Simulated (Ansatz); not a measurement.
HfO2 with boron replacing Hf: a ladder of calculations

Cell of run 1: a supercell of HfO2 (fluorite type, Fm-3m) built from a structure deposited in the COD, with all atoms left at the host's positions.

Space group Fm-3m (No. 225); a = 10.2300 Å.

| site | Wyckoff | site symmetry | x | y | z |
| --- | --- | --- | --- | --- | --- |
| B | 4a | m-3m | 0.0000 | 0.0000 | 0.0000 |
| Hf2 | 24d | m.mm | 0.2500 | 0.2500 | 0.0000 |
| Hf8 | 4b | m-3m | 0.5000 | 0.5000 | 0.5000 |
| O9 | 32f | .3m | 0.1250 | 0.1250 | 0.1250 |
| O12 | 32f | .3m | 0.6250 | 0.3750 | 0.3750 |

One atom of each set is listed; the run and its k-mesh use a cell of 24 atoms with edges of 7.23, 7.23, 7.23 Å.

Relaxed positions (PBE, cell held):

B (0.0000, 0.0000, 0.0000)
Hf2 (0.2500, 0.2500, 0.0000)
Hf8 (0.5000, 0.5000, 0.5000)
O9 (0.1235, 0.1235, 0.1235)
O12 (0.6248, 0.3752, 0.3752)

All runs are DFT with Ansatz 0.2.0 (plane waves and PAW, scalar-relativistic unless spin–orbit coupling is named, Γ-centred meshes, Fermi–Dirac smearing where given) in this cell, at cell charge -1.

Run 1: PBE, atoms at the host's positions; 420 eV, 3×3×3 k-points, smearing 0.01 eV.
Run 2: PBE, atoms relaxed; 420 eV, 3×3×3 k-points, smearing 0.01 eV.
Run 3: r2SCAN, at the relaxed atoms; 500 eV, 3×3×3 k-points, smearing 0.01 eV.

```tsv
run	Hf2 V_zz (η)	O9 V_zz (η)	O12 V_zz (η)
1	-5.98 (0.61)	4.25 (0.00)	0.72 (0.00)
2	?	?	?
3	-6.31 (0.18)	4.40 (0.00)	0.80 (0.00)
```

V_zz in 10²¹ V/m²; 3 of the 5 sets of like atoms are followed.

Question: Estimate the row of run 2.

Answer: Hf2: -6.53 (0.20); O9: 4.25 (0.00); O12: 0.83 (0.00). It lies nearest to run 3, from whose tensors on these sites it differs by 0.22 at most (largest principal value of the difference, on Hf2). Taken one at a time, the positions of the atoms (as given or relaxed) move the tensors on these sites by up to 1.43 (largest principal value of the change, on Hf2), the functional (r2SCAN with its higher cutoff) by 0.22 (Hf2). The defect's own atom has next to no gradient in any run.

The defect repeats with the cell of 24 atoms, so it feels its images: sites between two images don't show the values beside a lone defect, and zeros or small values of η there can come from the images' arrangement. This high-symmetry form of HfO2 is unstable when cold, to shifts of the oxygen columns, towards the tetragonal form. The symmetry of the cell holds that distortion back, wholly or in part, and it would change the field gradients, the more the larger the distortion. A uniform background compensates the cell's charge. Without spin–orbit coupling the gradients at and beside Hf can be off by some per cent, at some sites by more. The relaxation keeps the site symmetry m-3m of the start, so the impurity can't leave its site; a start off the site could end lower. In runs 1, 2, 3 the gap is small for the k-mesh or the smearing, and small gradients can still move by 0.1 × 10²¹ V/m² or more. In run 1 the atoms aren't at the calculated equilibrium (largest force 0.34 eV/Å). Runs 2, 3: The symmetry of the start holds B at 2.19 Å from its nearest O, well beyond a usual B–O bond (about 1.5 Å). This is probably a saddle point: let free, the atom would likely move off the site and bind to fewer neighbours, so the values at and beside it aren't those of the real defect.
